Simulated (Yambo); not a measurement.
Yambo run on a free-standing SnS₂ bilayer (symmetry P-3m1, slab cell 27.3 Å high). The wavefunctions come from this Quantum ESPRESSO step (PBE, PseudoDojo stringent norm-conserving files, scalar-relativistic):

```
&CONTROL
  calculation = 'nscf'
  pseudo_dir = './pseudo'
  outdir = './out'
/
&SYSTEM
  ibrav = 0
  nat = 6
  ntyp = 2
  ecutwfc = 102.0
  ecutrho = 408.0
  occupations = 'fixed'
  force_symmorphic = .true.
  nbnd = 223
  assume_isolated = '2D'
/
&ELECTRONS
  conv_thr = 6.000000000000001e-09
  diago_full_acc = .true.
  diago_thr_init = 1e-08
/
ATOMIC_SPECIES
S 32.0600 S.upf
Sn 118.7100 Sn.upf
CELL_PARAMETERS angstrom
  3.669017008067   0.000000000000   0.000000000000
 -1.834508504034   3.177461935903   0.000000000000
  0.000000000000   0.000000000000  27.300000000000
ATOMIC_POSITIONS crystal
S   0.666666667000   0.333333333000  -0.160420368200
S   0.333333333667   0.666666666333  -0.052045041300
S   0.666666667000   0.333333333000   0.052045041300
S   0.333333333667   0.666666666333   0.160420368200
Sn   0.000000000333   0.000000000000  -0.106183362800
Sn   0.000000000333   0.000000000000   0.106183362800
K_POINTS automatic
6 6 1 0 0 0
```

Yambo input:

```
rim_cut
gw0
dyson
el_el_corr
HF_and_locXC
ppa
em1d
rim_w
RandQpts= 1000000
RandGvec= 2 Ry
CUTGeo= "slab z"
EXXRLvcs= 102 Ry
VXCRLvcs= 408 Ry
Chimod= "HARTREE"
% BndsRnXp
 9 | 221 |
%
NGsBlkXp= 6 Ry
% LongDrXp
 1.0 | 1.0 | 0.0 |
%
RandGvecW= 1000 mRy
PPAPntXp= 27.2114 eV
% GbndRnge
 1 | 221 |
%
GTermKind= "BG"
DysSolver= "n"
ExtendOut
% QPkrange
 1 | 1 | 34 | 35 |
 2 | 2 | 34 | 35 |
 4 | 4 | 34 | 35 |
 7 | 7 | 34 | 35 |
%
```

k points by index: 1 = Γ, 2 = (0, 0.167), 4 = M, 7 = K.

Table of the .qp output:

```
#    K-point    Band    Eo [eV]    E [eV]    E-Eo [eV]    Vxc [eV]    Vnlxc [eV]    Sc|Eo [eV]    Sc|E [eV]    dSc/dw|Eo [eV]    Re(Z)    Im(Z)
#
    1    34    -0.114955    -0.626796    -0.511840    -13.66937    -16.07630    1.729295    1.895083    -8.810600    0.755402    -0.002474
    1    35    2.185639    2.840784    0.655146    -12.93755    -9.371471    -2.728860    -2.910937    -7.560572    0.782561    -0.002239
    2    34    0.000000    -0.514215    -0.514215    -13.62621    -16.04319    1.735746    1.902772    -8.835456    0.754881    -0.002479
    2    35    2.801967    3.532390    0.730422    -13.48871    -9.648913    -2.895891    -3.109372    -7.951359    0.773865    -0.001980
    4    34    -0.215244    -0.764096    -0.548852    -13.49258    -16.04806    1.827239    2.006628    -8.890498    0.753730    -0.002559
    4    35    1.522433    2.163588    0.641155    -12.54494    -9.109812    -2.611269    -2.793973    -7.752079    0.778273    -0.002361
    7    34    -0.398562    -1.013942    -0.615380    -13.08262    -15.93281    2.032063    2.234810    -8.961913    0.752242    -0.002610
    7    35    2.325122    3.019374    0.694252    -12.79972    -9.085379    -2.816060    -3.020092    -7.994874    0.772906    -0.002386
```
(The two width columns are left out.) Convergence of these settings isn't established.

Spin-orbit coupling is not included.

Geometry relaxed with PBE+D3(BJ).
